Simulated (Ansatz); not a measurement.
A comparison from first-principles data. An insulator between metal lines should have a low permittivity, for speed and power, yet be stiff enough to survive polishing and packaging.

SiO2 (P3₂21, hP9) serves as the reference. Parallel walls 20 nm apart; fringing fields ignored.

Where the numbers come from (Ansatz, a plane-wave PAW program): ε₀, ε∞: r²SCAN, linear response, mean over directions (which differ by under 30 %); Young's modulus: r²SCAN, elastic tensor, Hill average; density: r²SCAN, relaxed cell; gap: r²SCAN.

Spin–orbit coupling is left out unless named; in separate runs it moves the gap by KBr −0.16 eV (r²SCAN).

The figures follow from the printed values by these rules: C/A = 8.854 ε₀/spacing in nm, in fF/μm²; delay and switching energy scale with C; ionic share = (ε₀ − ε∞)/ε₀.

| crystal | ε₀ (static) | ε∞ | Young's modulus (GPa) | density (g/cm³) | E_g (eV) | capacitance (fF/μm²) | RC delay (relative) | ionic share (%) |
|---|---|---|---|---|---|---|---|---|
| SiO2 (P3₂21, hP9), reference | 4.47 | 2.38 | 95.7 | 2.64 | 6.60 | 1.979 | 1.00 | 47 |
| KF (rock salt) | 5.44 | 1.94 | 46.4 | 2.57 | 6.91 | 2.408 | 1.22 | 64 |
| NaF (rock salt) | 4.66 | 1.82 | 87.3 | 2.88 | 7.28 | 2.063 | 1.04 | 61 |
| KBr (rock salt) | 4.81 | 2.44 | 22.0 | 2.74 | 5.07 | 3.087 | 1.56 | 49 |
| SiO2 (P3₁21, hP9) | 4.47 | 2.38 | 95.7 | 2.64 | 6.60 | 1.979 | 1.00 | 47 |
| KCl (rock salt) | 4.73 | 2.25 | 26.5 | 1.99 | 5.83 | 2.094 | 1.06 | 52 |

Q: Check the column «capacitance (fF/μm²)» against the rules: one row is wrong, and what depends on it inherits the slip. Find and correct it.

A: The row of KBr shows 3.087. From its own inputs, C/A = 8.854 × 4.81/20 = 2.129 fF/μm². Carried on: relative RC delay: 2.129/1.979 = 1.08. The other rows agree with the rules.

With the correction: Ranking by relative RC delay, lowest first: SiO2 (P3₂21, hP9) (1.00 ± 0.080) ≈ SiO2 (P3₁21, hP9) (1.00 ± 0.080) ≈ NaF (1.04 ± 0.083) ≈ KCl (1.06 ± 0.085) ≈ KBr (1.08 ± 0.086), KF (1.22 ± 0.097). The ± follows from allowances picked for this note (ε₀ 8 %), carried to first order and added in quadrature, each row's own inputs moving alone; ≈ joins neighbours closer than their two ± added in quadrature. On this figure 0 of 5 candidates do clearly better than the reference.

Moisture uptake, copper diffusion and film growth decide in practice and are not computed. Semilocal gaps as a rule run well under measured ones, by shares that differ from crystal to crystal. Crystals of Pb, Bi, Tl or Hg, those whose gap spin–orbit coupling moves by over 0.3 eV, and those of Te, I or Sb with no such test at hand were not drawn. Where several phases of a formula are at hand, those over 0.1 eV/atom above the lowest were not drawn (by r²SCAN where it compared them, else by the largest value; a layered or molecular lowest phase counts only with a dispersion term); other phases could lie lower still. The rows are a sample of insulators with ε₀ under 5.5, picked without regard to agreement with measurement. Limits of the draw: gap over 3 eV, ε₀ under 5.5; for ε, a gap over 0.5 eV at its level, values under 300, no layered crystals; for moduli and speeds, an anisotropy index under 2.5, no layered crystals; no unfamiliar magnets, and cubic perovskites only if shown or known to be stable. As a rule kept out of such tables: 4f compounds, open-shell compounds run without a Hubbard term, cells found unstable in the tests at hand, cells close to a higher symmetry, and runs set to a pressure or over 12 % in volume from the crystal's fullest run.
